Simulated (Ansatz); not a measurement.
Cu2Sb:
```cif
data_Cu4Sb2
_chemical_formula_sum 'Cu4 Sb2'
_space_group_name_H-M_alt 'P 1'
_space_group_IT_number 1
_cell_length_a 3.99936
_cell_length_b 3.99936
_cell_length_c 6.06057
_cell_angle_alpha 90.000
_cell_angle_beta 90.000
_cell_angle_gamma 90.000
loop_
_space_group_symop_operation_xyz
  'x, y, z'
loop_
_atom_site_label
_atom_site_type_symbol
_atom_site_fract_x
_atom_site_fract_y
_atom_site_fract_z
_atom_site_occupancy
Cu1 Cu 0.00000 0.00000 0.00000 1
Cu2 Cu 0.50000 0.50000 0.00000 1
Cu3 Cu 0.50000 0.00000 0.26556 1
Cu4 Cu 0.00000 0.50000 0.73444 1
Sb1 Sb 0.50000 0.00000 0.70224 1
Sb2 Sb 0.00000 0.50000 0.29776 1
```

Relaxed with r²SCAN.

**Question.** Which orbitals make up the states near the Fermi level in the program Ansatz at the r²SCAN level (PAW)?

**Answer.** Within 0.5 eV of the Fermi level: Sb 5p 56 %, Cu 3d 23 %, Cu 4s 7 %, outside the projected shells 9 %. Projections are on Löwdin-orthogonalised atomic valence shells; empty p or d shells of many metals are not among them.

**Question.** Tabulate the density of states.

**Answer.** States/eV per cell of 6 atoms, in 0.25 eV bins, energy from the Fermi level.

```tsv
E (eV)	total	Cu 3d	Sb 5p	Cu 4s
-7.85	0.00	0.00	0.00	0.00
-7.60	0.03	0.00	0.02	0.01
-7.35	0.54	0.05	0.27	0.20
-7.10	0.97	0.10	0.47	0.34
-6.85	1.63	0.22	0.77	0.52
-6.60	3.30	0.60	1.50	0.93
-6.35	4.07	0.97	1.79	1.00
-6.10	1.91	0.58	0.76	0.38
-5.85	1.38	0.53	0.52	0.20
-5.60	1.97	0.79	0.78	0.29
-5.35	2.49	1.09	0.94	0.34
-5.10	3.49	1.79	1.18	0.40
-4.85	6.54	4.25	1.63	0.53
-4.60	10.28	7.84	1.95	0.32
-4.35	11.73	9.71	1.49	0.32
-4.10	14.77	13.18	1.00	0.30
-3.85	17.99	16.40	1.05	0.18
-3.60	15.58	14.40	0.87	0.09
-3.35	11.91	10.88	0.83	0.07
-3.10	11.42	10.87	0.44	0.04
-2.85	26.04	25.32	0.40	0.11
-2.60	19.83	18.86	0.42	0.29
-2.35	6.36	5.14	0.69	0.24
-2.10	4.99	3.44	0.97	0.25
-1.85	4.03	2.33	1.14	0.26
-1.60	3.39	1.67	1.19	0.23
-1.35	2.97	1.27	1.18	0.21
-1.10	2.77	1.02	1.22	0.19
-0.85	2.30	0.75	1.10	0.16
-0.60	2.09	0.61	1.08	0.13
-0.35	1.79	0.48	0.98	0.10
-0.10	1.69	0.41	0.97	0.09
0.15	1.67	0.37	0.95	0.12
0.40	1.68	0.33	0.94	0.17
0.65	1.40	0.25	0.76	0.20
0.90	1.63	0.27	0.89	0.25
1.15	1.98	0.30	1.12	0.32
1.40	1.13	0.15	0.51	0.31
1.65	0.91	0.09	0.26	0.36
1.90	1.17	0.09	0.24	0.50
2.15	1.67	0.10	0.35	0.67
2.40	2.12	0.12	0.48	0.82
2.65	2.24	0.13	0.55	0.84
2.90	1.92	0.10	0.47	0.72
3.15	1.98	0.10	0.49	0.76
3.40	2.66	0.12	0.63	1.02
3.65	2.92	0.12	0.68	1.11
3.90	2.47	0.09	0.54	0.93
4.15	2.64	0.08	0.55	0.93
4.40	2.78	0.07	0.58	0.89
4.65	2.98	0.07	0.69	0.91
```

Space group P4/nmm. The first step of the workflow began from a Materials Project structure, measured or hypothetical; the Crystallography Open Database files this formula in space group No. 129, but the cells were not matched. Whether it is the stable phase at ambient conditions was not checked. The r²SCAN relaxation kept the symmetry of its start; whether a distortion lowers the energy is not shown. The run is not spin-polarised. Spin–orbit coupling is left out wherever it is not named.

Potentials: the later of the program's two PAW sets.
